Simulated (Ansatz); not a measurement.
YbCu$_{4}$Ni, a known structure type with other elements, at an estimated volume

```xyz
6
Lattice="0.0000 3.4215 3.4215 3.4215 0.0000 3.4215 3.4215 3.4215 0.0000" Properties=species:S:1:pos:R:3 pbc="T T T"
Cu    2.5602    2.5602    2.5602
Cu    2.5602    4.2828    4.2828
Cu    4.2828    4.2828    2.5602
Cu    4.2828    2.5602    4.2828
Ni    0.0000    0.0000    0.0000
Yb    5.1322    5.1322    5.1322
```

Method: r2SCAN, no spin polarisation; PAW, plane waves to 500 eV, 6×6×6 Γ-centred mesh, fermi-dirac occupations (width 0.1 eV) (Ansatz 0.2.0), atoms fixed.

Formation energy: -0.07 eV an atom against the elements' usual phases (free molecules for gases, crystals otherwise, with no correction for O₂ or N₂), so it is bound against them; other compounds may still compete. Relaxing would lower it.
Stress: The pressure is 3.3 GPa (compression positive), so with the atoms held at these fractions the cell would first expand.
Electronic structure: It is a metal, with about 3.5 states/eV a cell as the mean within 0.25 eV of the Fermi level, mostly Yb f (29 %), Ni d (23 %) and Yb d (19 %).
Charges: Bader charges in e: Yb +1.38, Cu -0.27, Ni -0.31. In the mean Yb gives up most and Ni takes most.
Contacts: Cu–Cu at 2.40 Å: least valence density 0.35 e/Å³ and ELF 0.23 there. Ni–Cu at 2.84 Å: least valence density 0.20 e/Å³ and ELF 0.26 there. Yb–Cu at 2.84 Å: least valence density 0.19 e/Å³ and ELF 0.11 there. These are pseudo-fields; inside the PAW spheres they differ from the all-electron ones.

Origin: a known structure type with other elements, at an estimated volume, so it need not be a known compound. Caveats: no spin polarisation, so a magnetic state may lie lower; f levels without a U or exact exchange are poorly placed.
